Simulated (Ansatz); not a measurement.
Theory: DFT PBE, scalar-relativistic, plane waves, PAW in Ansatz 0.2.0. All cells share a 420 eV cutoff and Γ-centred k meshes spaced at most about 0.3 Å⁻¹ (about 0.25 or finer for metals, 2π included). No spin polarisation in the final relaxations.

All energies are static (0 K, no zero-point motion).

Two relaxed structures of Na2Yb3P:

A.

```xyz
6
Lattice="4.4785 0.0000 0.0000 -2.2393 3.8785 0.0000 0.0000 0.0000 13.6612" Properties=species:S:1:pos:R:3 pbc="T T T"
Na    0.0000    2.5857   11.8703
Na    0.0000    2.5857    1.7909
Yb    0.0000    0.0000    6.8306
Yb    2.2393    1.2928    4.6273
Yb    2.2393    1.2928    9.0339
P     0.0000    2.5857    6.8306
```

B.

```xyz
6
Lattice="3.6006 0.0000 0.0000 0.0000 3.6006 0.0000 0.0000 0.0000 14.4640" Properties=species:S:1:pos:R:3 pbc="T T T"
Na    1.8003    1.8003    4.4061
Na    1.8003    1.8003   10.0580
Yb    0.0000    0.0000   12.9630
Yb    0.0000    0.0000    1.5010
Yb    0.0000    0.0000    7.2320
P     1.8003    1.8003    0.0000
```

Task: Which is lower in energy, and by how much?

Result: B is lower, by 167 meV/atom. A has space group P-6m2 (No. 187), 39.5 Å³/atom and no gap on its mesh; B has space group P4/mmm (No. 123), 31.3 Å³/atom and no gap. Counting Na or Yb atoms around P (for each partner element, those within 1.25 times its shortest distance or 1.15 times the sum of covalent radii, where it is the nearest in units of that sum or under 1.3), A has P 3 and B has P 8. The denser one is the lower, and pressure would at first widen the difference. Both come from invented guesses.

The 4f shell of Yb is treated without a Hubbard U. Trial moments died out on the coarse mesh in P-6m2 and P4/mmm; another magnetic start might hold. Cells relaxed within their symmetry can be saddle points.
